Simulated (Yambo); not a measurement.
Material: InP (zinc blende, space group F-43m, No. 216) under isotropic strain of -1 % on all lattice vectors; a = 4.1170 Å, b = 4.1170 Å, c = 4.1170 Å, α = 60.00°, β = 60.00°, γ = 60.00° (2 atoms in the cell). The PBEsol cell relaxed from Materials Project entry mp-20351 was given an isotropic strain of -1 % on all lattice vectors, and the atoms were relaxed again.

With norm-conserving PBE (stringent potentials; Quantum ESPRESSO, 82 Ry, without SOC), the gap between the mesh's edge points (Γ → Γ) is 0.818 eV.

Q: By how much does one-shot G0W0 (Yambo; 4×4×4 Γ-centred k mesh, bands 5 to 225 and a 15 Ry block in the screening, 225 bands in G with the Bruneval-Gonze terminator, plasmon pole fitted at 27.2 eV) open this gap, and what gap results?

A: The correction is 0.737 eV, giving 1.555 eV, 1.9 times the PBE value.  Convergence of the G0W0 settings was not tested. Spin-orbit splittings are left out.
